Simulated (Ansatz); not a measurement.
### Question
Name crystals whose computed values (DFT-PBEsol in the program Ansatz with PAW potentials) fall in these windows: B₀ by P(V) fit (GPa) 84 to 120; highest Γ mode, no LO–TO term (cm⁻¹) 240 to 310.

### Answer


| crystal | B₀ by P(V) fit (GPa) | highest Γ mode, no LO–TO term (cm⁻¹) |
|---|---|---|
| ScGe, Cmcm (Sc on 4c, Ge on 4c) | 98.2 | 269 |
| FeSb2, Pnnm (Fe on 2a, Sb on 4g) | 118 | 289 |
| Al2Au, fluorite or antifluorite type | 115 | 263 |
| Ni3Sn4, C2/m (Ni on 2a, Ni on 4i, Sn on 4i, Sn on 4i) | 114 | 247 |
| Ga2Cu, P4/mmm (Ga on 2h, Cu on 1a) | 93.9 | 242 |
Others may fit too.

Standing as an ambient phase not checked: ScGe, Cmcm (Sc on 4c, Ge on 4c); FeSb2, Pnnm (Fe on 2a, Sb on 4g); Ni3Sn4, C2/m (Ni on 2a, Ni on 4i, Sn on 4i, Sn on 4i); Ga2Cu, P4/mmm (Ga on 2h, Cu on 1a). Began spin-polarised and lost the moments: FeSb2, Pnnm (Fe on 2a, Sb on 4g). All cells were relaxed under the symmetry of their starts (and spin orders); stability against distortions was not tested throughout. Rows with no word on spin ran without spin polarisation. Spin–orbit coupling is left out wherever it is not named.

Potentials: the later of the program's two PAW sets.
